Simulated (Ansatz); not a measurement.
A distorted cell of LaTl (CsCl type):

```yaml
crystal:
  lattice:
    - [3.91911, 0.00000, 0.00000]
    - [0.00000, 3.91911, 0.00000]
    - [0.00000, 0.00000, 3.91911]
  atoms:
    - { symbol: La, position: [0.95993, 0.95993, 0.95993] }
    - { symbol: Tl, position: [0.50000, 0.50000, 0.50000] }
```

Level of theory: PBEsol (plane waves to 420 eV, PAW, scalar-relativistic; Ansatz, a quantum-chemistry and plane-wave program). k mesh 10×10×10 (Γ-centred), Fermi-Dirac smearing 0.05 eV. Energies are smeared free energies. Compression counts positive. With partly filled bands, energies and forces of such displacements shift with the k mesh and the smearing. LaTl is run without spin polarisation. LaTl was relaxed with its symmetry unable to fall. Spin-orbit coupling is left out, though Tl is heavy.

Q: Predict the force on every atom, in eV/Å.

A: 
| atom | Fx | Fy | Fz |
|---|---|---|---|
| La1 | 0.355 | 0.355 | 0.355 |
| Tl2 | -0.355 | -0.355 | -0.355 |

Q: Give the stress tensor in GPa and the pressure.

A: 
```
    0.9      0.6      0.6
    0.6      0.9      0.6
    0.6      0.6      0.9
```
The pressure, a third of the trace, is 0.9 GPa.

Q: In it atom 1 sits (-0.157, -0.157, -0.157) Å away from its relaxed site. What is its energy relative to the relaxed cell?

A: 76 meV/cell.

(For displaced atoms, the force is minus the slope of the energy, and its curvature is a force constant, which sets phonon frequencies.)
